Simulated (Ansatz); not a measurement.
B$_{4}$C:
```
CELL_PARAMETERS angstrom
      4.37121     2.78984     0.00000
     -4.37121     2.78984     0.00000
     -2.41763     0.00000     4.40832
ATOMIC_POSITIONS crystal
  B  0.49175 0.50825 0.83834
  B  0.50201 0.17614 0.48398
  B  0.82386 0.49799 0.48398
  B  0.49408 0.83091 0.50544
  B  0.16909 0.50592 0.50544
  B  0.30705 0.69295 0.18084
  B  0.68960 0.31040 0.81193
  B  0.30287 0.18816 0.69506
  B  0.81184 0.69713 0.69506
  B  0.69619 0.81750 0.29881
  B  0.18250 0.30381 0.29881
  B  0.00040 0.99960 0.98788
  C  0.50331 0.49669 0.17563
  C  0.12560 0.87440 0.88130
  C  0.87851 0.12149 0.10361
```

Relaxed with PBEsol. Special points in fractions of this cell's reciprocal vectors: Γ (0.000, 0.000, 0.000); C (0.382, 0.382, 0.000); C2 (-0.382, 0.618, 0.000); Y2 (-0.500, 0.500, 0.000); M2 (-0.500, 0.500, 0.500); D (-0.272, 0.728, 0.500); D2 (0.272, 0.272, 0.500); A (0.000, 0.000, 0.500); L2 (0.000, 0.500, 0.500); V2 (0.000, 0.500, 0.000).

**Question.** List the band energies nearest the valence-band maximum at these points for PBEsol in the plane-wave PAW code Ansatz.

**Answer.** In eV from the valence-band maximum; about four levels below and three above (degenerate sets whole), none deeper than 8.9 eV; points with the same levels are listed once.

```tsv
k	below	above
Γ	-1.02 -1.00 -0.72 -0.19	4.95 5.23 5.29
C	-2.21 -1.79 -1.16 -0.42	3.33 3.62 4.09
Y2	-2.40 -1.59 -1.17 0.00	3.23 3.91 4.42
M2	-1.22 -1.07 -1.00 -0.48	2.88 3.42 4.17
D	-1.70 -1.48 -1.18 -0.87	3.46 3.56 4.40
A	-1.66 -1.35 -1.23 -0.19	2.82 3.86 4.16
L2	-2.15 -1.40 -0.65 -0.31	3.22 4.07 4.51
V2	-2.05 -1.64 -1.04 -0.64	2.85 3.31 4.13
```

Space group Cm. The workflow started from a Materials Project entry (that database holds measured and hypothetical structures alike); the Crystallography Open Database copy checked does not list it. Whether it is the stable phase at ambient conditions was not checked. Symmetry was held in the PBEsol relaxation; its stability against distortions is not shown here.

Potentials: the earlier of the program's two PAW sets. The files were generated under PBE; for other functionals the program regenerates the frozen cores, and for LDA and PBEsol the local potential too.
